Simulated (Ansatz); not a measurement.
CdSe2:
```
CELL_PARAMETERS angstrom
      6.67944     0.00000     0.00000
      0.00000     6.67944     0.00000
      0.00000     0.00000     6.67944
ATOMIC_POSITIONS crystal
  Cd 0.50000 0.50000 0.00000
  Cd 0.00000 0.50000 0.50000
  Cd 0.00000 0.00000 0.00000
  Cd 0.50000 0.00000 0.50000
  Se 0.10248 0.89752 0.39752
  Se 0.89752 0.10248 0.60248
  Se 0.39752 0.10248 0.89752
  Se 0.60248 0.89752 0.10248
  Se 0.60248 0.60248 0.60248
  Se 0.39752 0.39752 0.39752
  Se 0.89752 0.39752 0.10248
  Se 0.10248 0.60248 0.89752
```

Relaxed with r²SCAN.

Problem. Map the electron localisation function on the plane through (0.500, 0.500, 0.000) spanned by u = [1, 0, 0] and v = [0, 1, 1] in lattice vectors, from the program Ansatz at the r²SCAN level (PAW).

Solution. x is the fraction of u, y of v (the angle between them is 90°; rows are the nearest grid lines); atoms in the plane: Cd at (0.00, 0.00), Cd at (0.00, 0.50), Se at (0.60, 0.40), Se at (0.40, 0.60).
```
|9975321257777667777667777521235799|
|6654211246776666666666776421124566|
|4432111135666555555556665311112344|
|1111000012333222112223321000111111|
|1110000000000000000000000001223321|
|4210000000001111100000000012345554|
|4310000000124455432100000012345554|
|3210000135667888887631000011234433|
|1100013677765568888752000000111111|
|2221114789852013677641000000111222|
|4432113799873113676532100001112344|
|9865311378887767777655555311235689|
|9865321135555567777677888731135689|
|4432111000012356763113789973112344|
|2221110000001467763102589874111222|
|1111110000002578888655677763100011|
|3344321100001367888887665310000123|
|4555432100000012345544210000000134|
|4555432100000000011111000000000124|
|1233221000000000000000000000000111|
|1111110001233222112223332100001111|
|4432111135666555555556665311112344|
|6654211246776666666666776421124566|
|9975321257777667777667777521235799|
```
Scale: ten equal steps from 0.014 (start of '0') to 0.920 (end of '9'), in the order '0123456789'; x runs from 0.000 to 1.00, y from 0.000 (bottom) to 1.00 (top).

The density is the valence pseudo-density with augmentation charge, so density and ELF within about 1 Å of a nucleus are not all-electron values.

Space group Pa-3. The first step of the workflow began from a Materials Project structure, measured or hypothetical; the Crystallography Open Database copy checked does not list it. Whether it is the stable phase at ambient conditions was not checked. The r²SCAN relaxation kept the symmetry of its start; its stability against distortions is not shown here.

Potentials: the later of the program's two PAW sets.
